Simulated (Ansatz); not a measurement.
# CaHClO: what symmetry allows forces and stress to be

```
Ca H Cl O
1.0
     3.86984    0.00000    0.00000
    -1.93492    3.35138    0.00000
     0.00000    0.00000    9.80983
Ca H Cl O
2 2 2 2
Direct
  0.33333 0.66667 0.00007
  0.66667 0.33333 0.50007
  0.00000 0.00000 0.17611
  0.00000 0.00000 0.66694
  0.33333 0.66667 0.31667
  0.66667 0.33333 0.81667
  0.00000 0.00000 0.06812
  0.00000 0.00000 0.56812
```

The calculation used Ansatz, DFT r2SCAN, scalar-relativistic, plane waves, PAW.

Cutoff 500 eV; k points 6×6×4 on the computed 8-atom cell (Γ-centred); Gaussian smearing, width 0.02 eV; no spin polarisation.

This distorted cell has space group P3m1, with 6 operations.

Problem. Without a calculation: in which directions can each atom feel a force?

Solution. A force must be left unchanged by every operation that keeps its atom in place, so it lies in the space that those operations leave fixed. Atoms that the group maps onto each other feel forces of one size.
```json
{"atom": "Ca1", "site symmetry": "3m.", "operations at the site": "6", "equivalent to atom": "1", "allowed force (Cartesian)": "along (0.00, 0.00, 1.00)"}
{"atom": "Ca2", "site symmetry": "3m.", "operations at the site": "6", "equivalent to atom": "2", "allowed force (Cartesian)": "along (0.00, 0.00, 1.00)"}
{"atom": "H3", "site symmetry": "3m.", "operations at the site": "6", "equivalent to atom": "3", "allowed force (Cartesian)": "along (0.00, 0.00, 1.00)"}
{"atom": "H4", "site symmetry": "3m.", "operations at the site": "6", "equivalent to atom": "4", "allowed force (Cartesian)": "along (0.00, 0.00, 1.00)"}
{"atom": "Cl5", "site symmetry": "3m.", "operations at the site": "6", "equivalent to atom": "5", "allowed force (Cartesian)": "along (0.00, 0.00, 1.00)"}
{"atom": "Cl6", "site symmetry": "3m.", "operations at the site": "6", "equivalent to atom": "6", "allowed force (Cartesian)": "along (0.00, 0.00, 1.00)"}
{"atom": "O7", "site symmetry": "3m.", "operations at the site": "6", "equivalent to atom": "7", "allowed force (Cartesian)": "along (0.00, 0.00, 1.00)"}
{"atom": "O8", "site symmetry": "3m.", "operations at the site": "6", "equivalent to atom": "8", "allowed force (Cartesian)": "along (0.00, 0.00, 1.00)"}
```

That leaves 8 independent force components of 24, tied by 1 condition that the forces sum to zero, so 7 remain. A relaxation in this cell that keeps the symmetry moves the atoms in these directions alone.

Problem. And the stress tensor?

Solution. It must be invariant under the point group, which leaves 2 independent components: yz, xz, xy vanish; xx = yy.

Problem. Do the computed values obey this?

Solution. Yes. Forces (eV/Å):
```
Ca1  0.000  0.000  0.108
Ca2  0.000  0.000  0.099
H3   0.000  0.000 -3.371
H4   0.000  0.000 -0.160
Cl5  0.000  0.000  0.079
Cl6  0.000  0.000  0.010
O7   0.000  0.000  3.175
O8   0.000  0.000  0.060
```

Stress (GPa, compression positive, xx yy zz yz xz xy): -0.38 -0.38 -4.53 0.00 0.00 0.00. The program imposes the same operations on density, forces and stress, so this confirms the analysis and is no independent test of the calculation.

Cost: 1 run of about 0.54 core-minutes, on Arm Neoverse V1 (shared hosts).